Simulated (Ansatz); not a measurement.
# Magnetic states of nickel, dhcp

Computed with DFT, r2SCAN, plane waves (500 eV) with PAW, scalar-relativistic in Ansatz. (PAW data from PBE, frozen cores regenerated.)

Each start was relaxed and then solved on a dense mesh, with Fermi-Dirac smearing of 0.05 eV (0.1 eV in a metal without spin) extrapolated to zero. Rows within 2 meV/atom of each other tie.

Q: Where does each start end, and how do the energies compare? Starts: antiferromagnetic (alternate layers); non-magnetic; ferromagnetic.

A: 
```csv
start,ends,ΔE (meV/atom),V (Å³/atom)
antiferromagnetic (alternate layers),"ferromagnetic, net 0.72 μB per atom",0.0,10.55
ferromagnetic,"ferromagnetic, net 0.72 μB per atom",0.0,10.55
non-magnetic,spin not included,115.6,10.43
```
